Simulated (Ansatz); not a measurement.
Phonons of ZnS (zinc blende) at Γ, L = (0.5, 0.0, 0.0), X = (0.5, 0.5, 0.0).

ZnS (zinc blende)

```yaml
crystal:
  lattice:
    - [0.00000, 2.72172, 2.72172]
    - [2.72172, 0.00000, 2.72172]
    - [2.72172, 2.72172, 0.00000]
  atoms:
    - { symbol: S, position: [0.75000, 0.75000, 0.75000] }
    - { symbol: Zn, position: [0.00000, 0.00000, 0.00000] }
```

The numbers are results of PBE (plane waves to 420 eV, PAW, scalar-relativistic; Ansatz, an electronic-structure program), not measurements. Harmonic phonons by density-functional perturbation theory on a 8×8×8 k mesh, in cm⁻¹; i marks imaginary ones, q is in fractions of the reciprocal vectors of the cell shown, and the three acoustic modes at Γ are left out. The non-analytic (LO-TO) term is not included, so polar modes at Γ have their transverse values. ZnS was relaxed with its symmetry unable to fall.

| q | wavenumbers (cm⁻¹) |
|---|---|
| Γ | 260 (×3) |
| L = (0.5, 0.0, 0.0) | 71 (×2), 189, 274 (×2), 320 |
| X = (0.5, 0.5, 0.0) | 90 (×2), 204, 293 (×2), 309 |

The structure shows no imaginary mode at these points (lowest 71 cm⁻¹ at L = (0.5, 0.0, 0.0)); other wave vectors were not tested.

Highest mode: 320 cm⁻¹ at L = (0.5, 0.0, 0.0).
